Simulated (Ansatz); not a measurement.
The guess for AlCrC4N4 was made by a generator: two interpenetrating cyanide-bridged diamond nets (P-43m, No. 215). Lengths were set from tabulated atomic sizes, so they are only a guess.

```yaml
crystal:
  lattice:
    - [5.86011, 0.00000, 0.00000]
    - [0.00000, 5.86011, 0.00000]
    - [0.00000, 0.00000, 5.86011]
  atoms:
    - { symbol: Al, position: [0.00000, 0.00000, 0.00000] }
    - { symbol: Cr, position: [0.50000, 0.50000, 0.50000] }
    - { symbol: C, position: [0.18473, 0.18473, 0.18473] }
    - { symbol: C, position: [0.18473, 0.81527, 0.81527] }
    - { symbol: C, position: [0.81527, 0.18473, 0.81527] }
    - { symbol: C, position: [0.81527, 0.81527, 0.18473] }
    - { symbol: N, position: [0.30000, 0.30000, 0.30000] }
    - { symbol: N, position: [0.30000, 0.70000, 0.70000] }
    - { symbol: N, position: [0.70000, 0.30000, 0.70000] }
    - { symbol: N, position: [0.70000, 0.70000, 0.30000] }
```

These are results of DFT PBE, scalar-relativistic, plane waves, PAW (Ansatz), not measurements. Cutoff 420 eV, Gaussian smearing, Γ-centred meshes. Cell and atoms relax first on a coarse mesh and then on a converged one. In between, the cell is made exact in the group found at 0.06 Å. The steps can't lower the symmetry of their start. Collinear spin, starting moments Cr 3.0 μB.

A guess keeps its type if space group and coordination stay and the shape of the cell changes little (axis ratios within about 15 %, angles within 6°); the volume may change.

Q: Does it keep its structure type, or change into something else?

A: It keeps its type. The symmetry stays P-43m (No. 215). The volume per atom grows by 4.9 %, from 20.1 to 21.1 Å³. The shortest distance stays 1.17 Å (C–N). Counting neighbours within 15 % of an atom's shortest distance, the start has Al 4, C 1, Cr 4, N 1 and the end Al 4, C 1, Cr 4, N 1.

Formation energies are uncorrected and refer to the elements' standard structures at the same level (N₂ as a molecule).

Q: At what energy does it end?

A: +0.244 eV/atom. The separate elements lie lower, so it is unstable against them.

The last run used collinear spin, a 6×6×6 mesh for its 10-atom cell and Gaussian smearing of 0.02 eV. The reference form of C is held partly by dispersion forces, which this level lacks. The magnetic state reached may not be the lowest. A structure relaxed within its symmetry needn't be a true minimum.
